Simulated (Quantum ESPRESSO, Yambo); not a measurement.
**NaF: DFT and GW levels**

```cif
data_FNa
_chemical_formula_sum 'F1 Na1'
_space_group_name_H-M_alt 'P 1'
_space_group_IT_number 1
_cell_length_a 3.27202
_cell_length_b 3.27202
_cell_length_c 3.27202
_cell_angle_alpha 60.000
_cell_angle_beta 60.000
_cell_angle_gamma 60.000
loop_
_space_group_symop_operation_xyz
  'x, y, z'
loop_
_atom_site_label
_atom_site_type_symbol
_atom_site_fract_x
_atom_site_fract_y
_atom_site_fract_z
_atom_site_occupancy
F1 F 0.50000 0.50000 0.50000 1
Na1 Na 0.00000 0.00000 0.00000 1
```

Cell and atoms were relaxed with PBEsol from Materials Project entry mp-682, within its symmetry.

Starting point: PBEsol (pw.x of Quantum ESPRESSO, ONCV potentials, no spin-orbit coupling). G0W0 in Yambo: 6×6×6 Γ-centred k mesh, bands 2 to 93 and a 14 Ry block in the screening, 93 bands in G with the Bruneval-Gonze terminator, plasmon pole fitted at 27.2 eV.

```
Property                                              Value
-------------------------------------------------  --------
PBEsol gap along the band path                      6.22 eV
PBEsol gap between the mesh's edge points (Γ → Γ)   6.22 eV
G0W0 gap between the same points                   10.78 eV
```

```
k point  band  E PBEsol (eV)  E QP (eV)  shift (eV)     Z
-------  ----  -------------  ---------  ----------  ----
Γ          VB           0.00      -3.06       -3.06  0.82
Γ          CB           6.22       7.72        1.50  0.90
L          VB          -0.26      -3.38       -3.12  0.82
L          CB          10.67      12.43        1.76  0.90
X          VB          -0.41      -3.57       -3.16  0.82
X          CB          13.03      15.21        2.18  0.87
```

Energies count from the PBEsol valence-band maximum.

Convergence of the G0W0 settings was not tested.
